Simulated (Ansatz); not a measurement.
**Calculated ¹¹B NMR of the central transition for B₃H₄NO₅**

Cell: a computed structure from the Materials Project (it need not be an observed phase), atoms as given.

```cif
data_B3H4NO5
_symmetry_space_group_name_H-M 'C2/c'
_symmetry_Int_Tables_number 15
_cell_length_a 9.7637
_cell_length_b 8.8066
_cell_length_c 9.2353
_cell_angle_alpha 90.000
_cell_angle_beta 103.510
_cell_angle_gamma 90.000
loop_
_atom_site_label
_atom_site_type_symbol
_atom_site_symmetry_multiplicity
_atom_site_Wyckoff_symbol
_atom_site_fract_x
_atom_site_fract_y
_atom_site_fract_z
B1 B 8 f 0.7959 0.0018 0.2673
B5 B 8 f 0.6769 0.2453 0.3188
B9 B 8 f 0.0731 0.9599 0.4331
H13 H 8 f 0.3925 0.7531 0.1092
H17 H 8 f 0.4939 0.8153 0.9979
H21 H 8 f 0.4402 0.9362 0.1226
H25 H 8 f 0.3240 0.8769 0.9749
N N 8 f 0.4158 0.8465 0.0511
O33 O 8 f 0.9179 0.0087 0.4037
O37 O 8 f 0.8437 0.0551 0.1372
O41 O 8 f 0.2502 0.8437 0.2523
O45 O 8 f 0.6826 0.0916 0.3007
O49 O 8 f 0.5893 0.2999 0.4053
```

One atom of each set is listed; the run and its k-mesh use a cell of 52 atoms with edges of 6.57, 6.57, 9.24 Å.

The numbers come from a DFT calculation in Ansatz (PBE, plane waves and PAW, scalar-relativistic, 420 eV cutoff, Γ-centred 4×4×3 k-points, Fermi–Dirac smearing 0.02 eV).

¹¹B has I = 3/2 and Q = 40.59 mb (Pyykkö 2018); at 23.5 T its Larmor frequency is ν₀ = 321.1 MHz. Only the quadrupole interaction is simulated: positions count from each site's isotropic chemical shift, and J coupling is left out, as are shift anisotropy and dipolar coupling, which fast spinning averages.

The B sites: B1 (4 atoms; 4 O at 1.45–1.52 Å); B5 (4 atoms; 3 O at 1.36–1.39 Å); B9 (4 atoms; 4 O at 1.42–1.54 Å).

Fitted components of the simulated spectrum:

```
component  |C_Q| (MHz)     η
        A        0.585  0.48
        B        0.717  0.75
        C         2.37  0.16
```

(1) Which site most likely gives which component?

Answers

(1) By the calculation, A is B1, B is B9, C is B5. At B5 V_zz stands upright on the plane through its three neighbours (within 3°). Like point charges on the first shell alone (each adding as 1/d³) would give the same order, so the shape of the shell goes a long way to explain it.

At this cell the principal stresses reach 5 GPa in size with PBE, which can matter for small gradients. The largest force is 0.3 eV/Å, so the atoms aren't at the calculated equilibrium and relaxing them would move these values.

Hardware: 1 thread of Arm Neoverse V1 (aarch64; 8 cores open to the job, memory cap 3.0 GiB, no GPU), a shared host with a load of 0.8 a core. Wall time 2.8 min, CPU time 2.8 min, peak memory 1.1 GiB.
